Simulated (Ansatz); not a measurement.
GaN (zinc blende, F-43m), DFT-PBEsol in the program Ansatz with PAW potentials: ε∞ = 6.01, cell volume 22.75 Å³. Infrared-active transverse modes:

```json
[
 {"ω_TO (cm⁻¹)": "536.7", "oscillator strength S_xx (e²/amu)": "0.6060"}
]
```

Task: Compute the static dielectric constant.

Result: Each mode adds (4.921e7/V) S/ω²: 4.55. So ε0 = 10.6.

Task: What LO frequency does the Lyddane–Sachs–Teller relation give?

Result: ω_LO = ω_TO √(ε0/ε∞) = 711 cm⁻¹.

The cell was relaxed with PBEsol under the symmetry of its start; phonons on a q-mesh show no instability. Scalar-relativistic: spin–orbit coupling is off unless named, which matters more the heavier the elements.

Potentials: the later of the program's two PAW sets.
